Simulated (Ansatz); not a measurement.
# LiGa

Method: PBEsol, scalar-relativistic; no spin polarisation; PAW, 420 eV, 8×8×8 k-mesh, Gaussian smearing of 0.05 eV; code Ansatz; PAW files: Ansatz's generated set soft_2.

```yaml
crystal:
  lattice:
    - [0.00000, 3.07600, 3.07600]
    - [3.07600, 0.00000, 3.07600]
    - [3.07600, 3.07600, 0.00000]
  atoms:
    - { symbol: Li, position: [0.00000, 0.00000, 0.00000] }
    - { symbol: Li, position: [0.25000, 0.25000, 0.25000] }
    - { symbol: Ga, position: [0.50000, 0.50000, 0.50000] }
    - { symbol: Ga, position: [0.75000, 0.75000, 0.75000] }
```

The chain of runs began from a cell as deposited in COD, expanded in volume.

The cell has space group Fd-3m (read at 0.01 Å). In it the stress is 0.00, 0.00, 0.00, 0.00, 0.00, 0.00 GPa and the largest force component 0.000 eV/Å. Each change below starts from this cell, without further relaxation. Stress is in GPa, positive in compression, in the order xx, yy, zz, yz, xz, xy; energies are counted from the cell above and are free energies with the smearing's entropy, which match forces and stress in a metal.

**Question.** What happens when atom 3 (Ga) is moved by 0.08 Å along y?

**Answer.** The energy changes by 14.3 meV per cell, and the force on it along the shift is -0.361 eV/Å (−F/u = 4.51 eV/Å²). Stress: 0.26, -0.29, 0.26, 0.00, 0.09, 0.00.
| atom | Fx (eV/Å) | Fy | Fz |
| --- | --- | --- | --- |
| Li1 | 0.000 | 0.023 | 0.000 |
| Li2 | 0.000 | 0.096 | 0.000 |
| Ga3 | 0.000 | -0.361 | 0.000 |
| Ga4 | 0.000 | 0.243 | 0.000 |
In a harmonic crystal the energy would rise by −½F·u = ½ × 4.51 × 0.08² eV = 14.4 meV, which matches.

**Question.** What stress follows from an engineering strain of 3 % in xy, atoms carried along?

**Answer.** 0.37, 0.37, -0.46, 0.00, 0.00, -1.12 GPa; the energy changes by 5.1 meV per cell.
The change of the stress over the strain gives a clamped-atom stiffness of about 37 GPa for this component.
In a harmonic crystal the energy would rise by V(½Cε² − σ₀ε), with σ₀ the stress of the unstrained cell, = 6.1 meV, close to the run's value; the rest is anharmonic or numerical.
